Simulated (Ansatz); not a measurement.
## CdSe (zinc blende): energy over volume and axial ratio

CdSe (zinc blende)

```
CELL_PARAMETERS angstrom
      0.00000     3.09822     3.09822
      3.09822     0.00000     3.09822
      3.09822     3.09822     0.00000
ATOMIC_POSITIONS crystal
  Se 0.75000 0.75000 0.75000
  Cd 0.00000 0.00000 0.00000
```

The relaxed cell is deformed in two ways at once: its volume V is scaled, and at that volume it is stretched along z (the c axis of the conventional cell) so that c/a changes. Fractional atomic positions are held.

These are PBE (plane waves to 420 eV, PAW, scalar-relativistic; Ansatz, a quantum-chemistry and plane-wave program) values and carry that method's errors. k mesh 9×9×9 (Γ-centred), Fermi-Dirac smearing 0.05 eV. Energies are smeared free energies. Stress and pressure are positive under compression. CdSe was relaxed with its symmetry unable to fall. The PAW data are Ansatz's earlier set. ΔE is measured from the relaxed starting cell.

ΔE (kJ/mol of atoms), with V/V₀ across and (c/a)/(c/a)₀ down:

```
(c/a)/(c/a)₀ \ V/V₀  0.960  0.980  1.000  1.020  1.040
-------------------  -----  -----  -----  -----  -----
0.960                 0.83   0.32   0.17   0.33   0.79
0.980                 0.72   0.20   0.04   0.20   0.65
1.000                 0.69   0.16   0.00   0.16   0.60
1.020                 0.72   0.20   0.04   0.20   0.65
1.040                 0.83   0.32   0.17   0.34   0.79
```

σzz (GPa), with V/V₀ across and (c/a)/(c/a)₀ down:

```csv
(c/a)/(c/a)₀ \ V/V₀,0.960,0.980,1.000,1.020,1.040
0.960,2.35,1.32,0.40,-0.42,-1.15
0.980,2.19,1.15,0.21,-0.62,-1.37
1.000,2.00,0.94,-0.01,-0.85,-1.61
1.020,1.78,0.70,-0.26,-1.11,-1.87
1.040,1.52,0.43,-0.53,-1.40,-2.17
```

Key numbers:

The shear modulus C′ = (C11 − C12)/2 (fit, atoms clamped) comes out as 8.8 GPa. Lowest place on the grid: V/V₀ = 1.000, (c/a)/(c/a)₀ = 1.000 (0.0 meV/atom). Highest place on the grid: V/V₀ = 0.960, (c/a)/(c/a)₀ = 1.040 (8.7 meV/atom).

(Under strain, the slope of the energy per volume gives the stress and its curvature an elastic modulus.)
